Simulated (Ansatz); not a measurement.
Tl: strain and displacement

```yaml
crystal:
  lattice:
    - [-1.94100, 1.94100, 1.94100]
    - [1.94100, -1.94100, 1.94100]
    - [1.94100, 1.94100, -1.94100]
  atoms:
    - { symbol: Tl, position: [0.00000, 0.00000, 0.00000] }
```

The cell is COD entry 9008555, as deposited and not checked against the literature; nothing was relaxed.

Spin–orbit coupling is left out, though it moves levels of the heavy atoms by tenths of an eV or more.

Theory: DFT, LDA, all-electron PAW with datasets made for the crystal, scalar-relativistic in Ansatz 0.2.0.

Numerical set-up: a Γ-centred 13×13×13 k mesh, Fermi–Dirac smearing of 0.05 eV, cutoff 260 eV (chosen by the program for this cell), no spin polarisation.

The unchanged cell is at -2.47 GPa.

In a metal, stresses and small energies carry noise from the k mesh.

x, y and z are the Cartesian axes of the cell as listed; fractional coordinates follow a strain, and an engineering shear is twice the off-diagonal strain component.

Problem. With this change (equal xy, yz and zx engineering shear strains of -2 %), what becomes of the energy and stress?

Solution. Energy change under 1 meV/atom; stress change (xx, yy, zz, yz, xz, xy) 0.02, 0.02, 0.02, 0.19, 0.19, 0.19 GPa, compression positive.

Problem. With this change (equal xy, yz and zx engineering shear strains of -1 %), what becomes of the energy and stress?

Solution. Energy change under 1 meV/atom; stress change (xx, yy, zz, yz, xz, xy) 0.00, 0.00, 0.00, 0.06, 0.06, 0.06 GPa, compression positive.

With equal xy, yz and zx engineering shear strains of +1 %: energy change under 1 meV/atom; stress change (xx, yy, zz, yz, xz, xy) 0.00, 0.00, 0.00, -0.06, -0.06, -0.06 GPa, compression positive.

Problem. With this change (equal xy, yz and zx engineering shear strains of +2 %), what becomes of the energy and stress?

Solution. Energy change under 1 meV/atom; stress change (xx, yy, zz, yz, xz, xy) 0.02, 0.02, 0.02, -0.18, -0.18, -0.18 GPa, compression positive.
